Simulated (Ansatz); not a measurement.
InCu:
```cif
data_Cu2In2
_chemical_formula_sum 'In2 Cu2'
_space_group_name_H-M_alt 'P63/mmc'
_space_group_IT_number 194
_space_group_name_Hall '-P 6c 2c'
_cell_length_a 4.15747
_cell_length_b 4.15747
_cell_length_c 4.88370
_cell_angle_alpha 90.000
_cell_angle_beta 90.000
_cell_angle_gamma 120.000
loop_
_atom_site_label
_atom_site_type_symbol
_atom_site_symmetry_multiplicity
_atom_site_Wyckoff_symbol
_atom_site_fract_x
_atom_site_fract_y
_atom_site_fract_z
_atom_site_occupancy
In1 In 2 c 0.33333 0.66667 0.25000 1
Cu1 Cu 2 a 0.00000 0.00000 0.00000 1
```

Relaxed at zero pressure with the program Ansatz at the PBEsol level (PAW).

Task: The volume is raised by 6 % and shape and atoms relax at that volume. What pressure results, and how do the axes share the change?

Result: -4.2 GPa; a 2.3 %, b 2.3 %, c 1.3 %; the energy rises by 15 meV/atom.

Task: Give the new structure.

Result: 
Space group P6₃/mmc (No. 194); a = 4.252 Å, b = 4.252 Å, c = 4.949 Å, α = 90.00°, β = 90.00°, γ = 120.00°

```csv
atom,site,symmetry,x,y,z
In,2c,-6m2,0.3333,0.6667,0.2500
Cu,2a,-3m.,0.0000,0.0000,0.0000
```

The phase is kept; no other phase was compared at this pressure.

Space group P6_3/mmc (NiAs type). The workflow started from a Materials Project entry (that database holds measured and hypothetical structures alike); the Crystallography Open Database copy checked does not list it. Whether it is the stable phase at ambient conditions was not checked. The cell was relaxed with PBEsol under the symmetry of its start; its stability against distortions is not shown here. The run is not spin-polarised. Axis ratios of metals converge slowly with the k-mesh, so a and c are less sure than the volume.

Potentials: the later of the program's two PAW sets.
